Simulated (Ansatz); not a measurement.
SiC (4H polytype, space group No. 186), the program Ansatz at the r²SCAN level (PAW). The conduction-band minimum lies at M, with 3 equivalent valleys. Second derivatives d²E/dk² of the lowest band at one valley (eV·Å²), along Cartesian directions:

```
direction  d²E/dk²
---------  -------
[100]        27.50
[010]        14.20
[001]        24.73
[110]        20.86
[101]        26.13
[011]        19.45
```

Task: Find the principal effective masses, the density-of-states mass and the conductivity mass.

Result: Off-diagonal terms follow from H_xy = H[110] − (H_xx + H_yy)/2, and m*/mₑ = 7.620 eV·Å² over each eigenvalue: 0.28, 0.31, 0.54. One valley's DOS mass (m₁m₂m₃)^(1/3) = 0.36, conductivity mass 3/(Σ 1/mᵢ) = 0.34 mₑ.

Task: What effective density of states Nc follows at 300 K for parabolic valleys?

Result: Nc = 2.509e19 × 3 × (0.36)^(3/2) ≈ 1.6e19 cm⁻³.

Task: With the computed static dielectric constant 9.96 (mean of the diagonal), estimate a hydrogenic donor's binding energy and radius.

Result: E = 13.606 eV × 0.34/9.96² ≈ 47 meV; a = 0.529 Å × ε/m* ≈ 15 Å. Semilocal masses tend to be too small where the gap is.

Space group P6_3mc (4H polytype). The r²SCAN relaxation kept the symmetry of its start; phonons on a q-mesh show no instability.

Potentials: the earlier of the program's two PAW sets.
